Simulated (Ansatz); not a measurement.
**antiNiAs-structured EuSb**

Computed with Ansatz (plane waves, PAW, 420 eV cutoff): PBE+U (U_eff = 6 eV on Eu 4f), scalar-relativistic, collinear spin, Γ-centred 8×8×4 mesh, 0.05 eV Gaussian smearing; PAW files: Ansatz's generated set soft_2.

```yaml
crystal:
  lattice:
    - [5.02714, 0.00000, 0.00000]
    - [-2.51357, 4.35363, 0.00000]
    - [0.00000, 0.00000, 6.62981]
  atoms:
    - { symbol: Eu, position: [0.33333, 0.66667, 0.25000] }
    - { symbol: Eu, position: [0.66667, 0.33333, 0.75000] }
    - { symbol: Sb, position: [0.00000, 0.00000, 0.00000] }
    - { symbol: Sb, position: [0.00000, 0.00000, 0.50000] }
```

This is a trial structure: such lanthanide and actinide compounds mostly take the rock-salt structure.

Magnetic state: ferromagnetic, site spin moments Eu 6.91; Sb -0.13 μB.

The cell above was scaled in volume, and shape and atoms were relaxed at each volume within its symmetry. Energies are counted from the cell above.

Cell and atoms are those of this level's equilibrium.

```
V (Å³/atom)  ΔE (meV/atom)  P from the stress (GPa)
     34.280          12.72                     2.15
     34.825           6.53                     1.50
     35.550           1.57                     0.71
     36.276           0.00                     0.00
     37.001           1.51                    -0.64
     37.727           5.76                    -1.22
     38.815          16.70                    -1.98
     39.903          32.43                    -2.63
```

Problem. Do the energies and the pressures agree? Compare −ΔE/ΔV between neighbouring points (1 meV/Å³ = 0.1602 GPa) with the mean of their pressures.

Solution. 
```
interval (Å³/atom)  −ΔE/ΔV (GPa)  mean P (GPa)
    34.28 to 34.82           1.8           1.8
    34.82 to 35.55           1.1           1.1
    35.55 to 36.28           0.3           0.4
    36.28 to 37.00          -0.3          -0.3
    37.00 to 37.73          -0.9          -0.9
    37.73 to 38.81          -1.6          -1.6
    38.81 to 39.90          -2.3          -2.3
```
They differ by 0.01 GPa at most.

Problem. What do the two routes give for V0, B0 and B0′?

Solution. A third-order Birch–Murnaghan fit of the energies: V0 = 36.27 Å³/atom, B0 = 34 GPa, B0′ = 4.3. A polynomial of P in ln V, with B = −dP/d ln V at P = 0: V0 = 36.28 Å³/atom, B0 = 34 GPa, B0′ = 4.3.

B0·V0 = 33.8 GPa × 36.27 Å³ = 7.65 eV/atom sets the scale: near the minimum ΔE ≈ ½ B0 V0 x², with x = V/V0 − 1, and a pressure of 0.3 GPa squeezes the volume by about 1 %. At the ends of the curve: x = −5.5 % predicts 11.5 meV/atom and the run gives 12.7; x = +10.0 % predicts 38.4 meV/atom and the run gives 32.4. Compression costs more and expansion less than the parabola says, since the crystal stiffens as it shrinks; B0′ measures that.

Spin–orbit coupling, which matters for such heavy elements, is left out. The run wasn't fully tested for a lower electronic state. Site moments are of spin, integrated over atomic spheres. A U of this size is made for insulators; in a metal, as here, it tends to take f weight out of the bonding and to swell the cell.
